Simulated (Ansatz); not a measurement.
Data:

Relaxed K2NaRhF6 (space group Fm-3m):

```
CELL_PARAMETERS angstrom
      0.00000     4.06954     4.06954
      4.06954     0.00000     4.06954
      4.06954     4.06954     0.00000
ATOMIC_POSITIONS crystal
  K  0.75000 0.75000 0.75000
  K  0.25000 0.25000 0.25000
  Na 0.50000 0.50000 0.50000
  Rh 0.00000 0.00000 0.00000
  F  0.76088 0.23912 0.23912
  F  0.23912 0.76088 0.76088
  F  0.23912 0.76088 0.23912
  F  0.76088 0.23912 0.76088
  F  0.23912 0.23912 0.76088
  F  0.76088 0.76088 0.23912
```

The atoms are displaced by Q × the pattern below (from a DFPT mode at Γ, largest move 1; Q in Å), at fixed cell. It is one choice among 3 degenerate patterns.

```tsv
atom	x	y	z
F7	0.000	0.000	1.000
F8	0.000	0.000	-1.000
F9	0.000	-1.000	0.000
F10	0.000	1.000	0.000
```

Atoms not listed stay in place.

The numbers are results of LDA (plane waves to 420 eV, PAW, scalar-relativistic; Ansatz, a program for electronic structure), not measurements. k mesh 7×7×7 (Γ-centred), fixed occupations. K2NaRhF6 is run without spin polarisation and with no Hubbard U. K2NaRhF6 was relaxed with its symmetry unable to fall. ΔE is measured from the undisplaced structure.

The scan covers Q from -0.440 to 0.440 Å in 13 points.

Question: Is the energy the same for equal positive and negative displacements?

Answer: Even: the same for both signs.

Question: Which space group does the distorted structure have?

Answer: I4/m (No. 87), lowered from Fm-3m.

Question: Is this a single well or a double well?

Answer: A double well: the undisplaced structure is a maximum between two minima.

Question: By a smooth curve through the points, how far does the most displaced atom move to reach the deepest minimum?

Answer: 0.26 Å from zero.

Question: What is the energy change at Q = 0.440 Å?

Answer: 46.0 meV/cell.

(For displaced atoms, the force is minus the slope of the energy, and its curvature is a force constant, which sets phonon frequencies.)
